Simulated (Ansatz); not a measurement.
**Question.** Each is relaxed and computed with the program Ansatz at the PBE level (PAW). Which is the only metal?
(A) InP, Pm-3n (In on 6c, P on 6d)
(B) InAs, CsCl type
(C) BAs, zinc blende
(D) TlCl, CsCl type

**Answer.** B, InAs, CsCl type. InAs: metal; InP: gap 0.50 eV (direct); TlCl: gap 2.20 eV (direct); BAs: gap 1.20 eV (indirect). Constructed cells (a structure type filled with these elements, in neither database checked): InAs, CsCl type. Typed or built starts, not in the databases checked: InP, Pm-3n (In on 6c, P on 6d). Not the usual ambient phase: InAs, CsCl type; InP, Pm-3n (In on 6c, P on 6d). All cells were relaxed under the symmetry of their starts (and spin orders); stability against distortions was not tested throughout. Spin–orbit coupling is left out wherever it is not named.

Potentials: the later of the program's two PAW sets.
